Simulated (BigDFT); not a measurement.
Consider a self-consistent single point of Sn(H)2(F)(Br) (BrFH₂Sn).

SMILES: [F][SnH2][Br]
```xyz
5

Sn    -0.1165    -0.1549     0.0463
F     -0.8244     1.5485    -0.5566
Br     2.3122     0.1797     0.0617
H     -0.6122    -1.2416    -1.1565
H     -0.7591    -0.3317     1.6051
```

Method: BigDFT with PBE+D2, Daubechies wavelet basis, HGH (Krack) norm-conserving potentials made for PBE, isolated boundary conditions.

BigDFT settings:

```
setting                            value
-------------------  -------------------
basis                Daubechies wavelets
dft.hgrids                    0.291 bohr
dft.rmult                            6 8
dft.ixc                               11
dft.dispersion                         4
potentials            built-in HGH-K PBE
boundary_conditions                 free
dft.gnrm_cv                        1e-04
dft.itermax                           80
dft.idsx                               6
dft.nrepmax                            3
dft.norbv                              4
dft.nvirt                              2
dft.gnrm_cv_virt                   1e-03
dft.itermax_virt                      40
```

Results:

* **Number of valence electrons**: 20
* **Number of orbitals**: 10
* **Size of the basis**: 390872
* **Number of SCF iterations**: 16
* **Grid steps along x, y, z**: 80 × 76 × 78
* **Total energy**: -1152.6188 eV
* **HOMO-LUMO gap of the one-electron levels**: 4.98 eV
* **Largest force (vector length)**: 0.452 eV/Å
* **Dispersion energy**: -0.038 eV
* **Dipole moment**: 2.82 D
* **Highest occupied level**: -7.41 eV

Forces (eV/Å):
| atom | Fx | Fy | Fz |
|---|---|---|---|
| Sn1 | -0.449 | 0.033 | -0.048 |
| F2 | -0.049 | 0.235 | -0.062 |
| Br3 | 0.363 | -0.011 | 0.024 |
| H4 | 0.075 | -0.179 | -0.069 |
| H5 | 0.059 | -0.079 | 0.155 |

For comparison: a first run (DFT, PBE, Daubechies wavelet basis, HGH (Krack) norm-conserving potentials made for PBE, isolated boundary conditions) was changed to give this one (dft.dispersion: default → 4), and from it to this one the largest force moves little (0.449 to 0.452 eV/Å) and the HOMO-LUMO gap stays at 4.977 eV.

The grid can part forces that symmetry would make equal. The geometry comes from a cheaper method or was typed, in some cases with atoms then moved at random; it is not relaxed at this level, and the species need not be a known compound.

These are the values that this program gave, and no reference: the built-in potentials of some of these elements keep semicore shells in the core, which can shift energies, forces and lattice constants.

Cost on one core: about 4 core-minutes (a rough figure).
